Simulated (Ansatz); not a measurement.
A distorted cell of CdS (zinc blende):

```xyz
4
Lattice="0.0000 5.9271 5.9271 2.9635 2.9635 5.9271 2.9635 2.9635 0.0000" Properties=species:S:1:pos:R:3 pbc="T T T"
S      4.4453     4.5953     4.4453
S      4.4453     7.2589     7.4089
Cd    -0.0278     0.0000     0.0000
Cd     2.9914     5.9271     2.9635
```

The numbers are results of PBE (plane waves to 420 eV, PAW, scalar-relativistic; Ansatz, an electronic-structure program), not measurements. k mesh 10×10×10 (Γ-centred), Fermi-Dirac smearing 0.05 eV. Compression counts positive. CdS was relaxed with its symmetry unable to fall. The PAW data are Ansatz's earlier set.

Problem. What forces act on the atoms (eV/Å, Cartesian)?

Solution. 
| atom | Fx | Fy | Fz |
|---|---|---|---|
| S1 | 0.000 | -1.159 | 0.000 |
| S2 | 0.000 | 1.159 | 0.000 |
| Cd3 | 0.774 | 0.000 | 0.000 |
| Cd4 | -0.774 | 0.000 | 0.000 |

Problem. Give the stress tensor in GPa and the pressure.

Solution. 
```
   0.83     0.00     0.00
   0.00     0.41     0.00
   0.00     0.00     1.33
```
The pressure, a third of the trace, is 0.85 GPa.

(For displaced atoms, the force is minus the slope of the energy, and its curvature is a force constant, which sets phonon frequencies.)
